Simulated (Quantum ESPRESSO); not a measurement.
# Planted mistakes on one cell of Ga2SiMgN4

These are calculations, not measurements. They come from pw.x of Quantum ESPRESSO 7.5, a plane-wave density functional program, with PseudoDojo standard norm-conserving files (v0.5 for PBE, v0.4.1 for LDA and PBEsol). The cells are made up: elements, strain and atom displacements were drawn at random, and nothing was relaxed. There is no spin polarisation, spin-orbit coupling or dispersion term.

The cell has 8 sites of a zincblende or diamond lattice. Sites 1 to 4 hold Ga Si Ga Mg; sites 5 to 8 hold N N N N. Cell vectors in Å: (4.367, 0.051, 0.024); (0.051, 4.506, -0.007); (0.024, -0.007, 4.344). Settings: PBE, cutoff 1143 eV, 4 x 4 x 4 k mesh shifted by half a step, Fermi-Dirac smearing of 0.025 eV.

The intended run has a self-consistency threshold of 1e-07 eV, a smearing term of 0.000 eV, a pressure of 11.45 GPa and 12 iterations. Each further run changes one thing: all lengths scaled by 0.9826; atoms of sites 1 and 4 exchanged; k mesh 1 x 1 x 1; one electron added; smearing 0.83 eV; threshold 0.5 eV. A coarse mesh keeps the shift, and a charged cell sits in a uniform background.

| run | change of free energy (eV) | smearing term -TS (eV) | change of P (GPa) | largest change of a force component (eV/Å) | iterations |
| --- | --- | --- | --- | --- | --- |
| A | -0.427 | -1.787 | 2.34 | 0.160 | 11 |
| B | 0.481 | 0.000 | 12.77 | 0.345 | 12 |
| C | 13.453 | 0.000 | 31.98 | 0.393 | 11 |
| D | 0.233 | 0.000 | -3.28 | 0.610 | 3 |
| E | 5.316 | 0.000 | 2.17 | 0.593 | 11 |
| F | 0.090 | 0.000 | -0.22 | 1.437 | 12 |

A rerun of the intended cell at 1437 eV and k mesh 6 x 6 x 6 moved values by no more than 0.004 eV in the cell's energy, 0.02 GPa in stress and 0.004 eV/Å in force.

Question: which change belongs to which run?

## Worked reading

Run D has the fewest iterations, as a run stopped early does. Run A has the largest smearing term, as wide smearing gives. Run B changes the volume by a factor of 0.9487; minus its pressure change over the logarithm of that factor, 242 GPa, is a rough bulk modulus with clamped atoms. Energies from files of another functional, or of a charged cell, have another zero and say nothing on stability; the pressure of a charged cell rests on the program's zero of potential too.

## Key

| run | change |
| --- | --- |
| A | smearing 0.83 eV |
| B | all lengths scaled by 0.9826 |
| C | one electron added |
| D | threshold 0.5 eV |
| E | k mesh 1 x 1 x 1 |
| F | atoms of sites 1 and 4 exchanged |